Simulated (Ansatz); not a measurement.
Cr:
```yaml
crystal:
  lattice:
    - [2.30659, 0.00000, 0.00000]
    - [0.00000, 2.30659, 0.00000]
    - [0.00000, 0.00000, 2.30659]
  atoms:
    - { symbol: Cr, position: [0.00000, 0.00000, 0.00000] }
```

Relaxed with PBEsol. Special points in fractions of this cell's reciprocal vectors: Γ (0.000, 0.000, 0.000); X (0.000, 0.500, 0.000); M (0.500, 0.500, 0.000); R (0.500, 0.500, 0.500).

**Question.** List the band energies nearest the Fermi level at these points for plane-wave PAW PBEsol (Ansatz code).

**Answer.** In eV from the Fermi level; about four levels below and three above (degenerate sets whole), none deeper than 8.9 eV; … stands for higher levels left out; points with the same levels are listed once.

```tsv
k	below	above
Γ	-7.58 -3.38 -3.38	…
X	-3.22 -2.57 -0.74	0.48 0.48 …
M	-4.89 -1.77	0.94 0.94 3.99
R	-3.18 -3.18 -3.18	4.11 4.11 …
```

Space group Pm-3m (simple cubic). The cell is a constructed one: a structure type filled with these elements; neither database checked (COD, Materials Project) lists it. It is not the phase usual at ambient conditions (space group No. 229). The PBEsol relaxation kept the symmetry of its start. At this level the phase is mechanically unstable. The workflow began spin-polarised and lost its moments.

Potentials: the later of the program's two PAW sets.
